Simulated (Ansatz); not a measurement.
GeBCN:
```
CELL_PARAMETERS angstrom
      2.95225     0.00000     0.00000
     -1.47612     2.55672     0.00000
      0.00000     0.00000     4.77368
ATOMIC_POSITIONS crystal
  B  0.33333 0.66667 0.48772
  Ge 0.66667 0.33333 0.00346
  C  0.33333 0.66667 0.15546
  N  0.66667 0.33333 0.60336
```

The program Ansatz at the r²SCAN+D4 level (PAW) gives a gap of 2.52 eV without spin–orbit coupling, maximum at Γ, minimum at L.

Task: What happens when spin–orbit coupling is switched on?

Result: The gap falls by 0.01 eV, to 2.51 eV; maximum at Γ, minimum off the standard path, at k = (0.000, 0.492, 0.484) in fractions of the reciprocal vectors.

Space group P3m1. The start of the workflow was typed in or built on a structure type; neither database checked (COD, Materials Project) lists it. Whether it is the stable phase at ambient conditions was not checked. Symmetry was held in the r²SCAN+D4 relaxation; whether a distortion lowers the energy is not shown. The volume moved by -16 % from the start of the relaxation.

Potentials: the earlier of the program's two PAW sets. The files were generated under PBE; for other functionals the program regenerates the frozen cores, and for LDA and PBEsol the local potential too.
